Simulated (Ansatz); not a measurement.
BeTe (zinc blende, F-43m) under volume change, plane-wave PAW PBEsol (Ansatz code), scaled uniformly.

```json
[
 {"V (Å³/atom)": "20.024", "E − E(relaxed) (meV/atom)": "39.3", "P (GPa)": "6.87"},
 {"V (Å³/atom)": "20.684", "E − E(relaxed) (meV/atom)": "16.6", "P (GPa)": "4.23"},
 {"V (Å³/atom)": "21.344", "E − E(relaxed) (meV/atom)": "3.9", "P (GPa)": "1.96"},
 {"V (Å³/atom)": "22.005", "E − E(relaxed) (meV/atom)": "0.0", "P (GPa)": "0.01"},
 {"V (Å³/atom)": "22.665", "E − E(relaxed) (meV/atom)": "3.5", "P (GPa)": "-1.68"},
 {"V (Å³/atom)": "23.325", "E − E(relaxed) (meV/atom)": "13.5", "P (GPa)": "-3.13"},
 {"V (Å³/atom)": "23.985", "E − E(relaxed) (meV/atom)": "29.0", "P (GPa)": "-4.37"}
]
```

Task: What does a third-order Birch–Murnaghan fit give for V₀, B₀ and B′?

Result: V₀ = 22.01 Å³/atom, B₀ = 60.3 GPa, B′ = 4.0.

The cell was relaxed with PBEsol under the symmetry of its start. Spin–orbit coupling is left out wherever it is not named.

Potentials: the later of the program's two PAW sets.
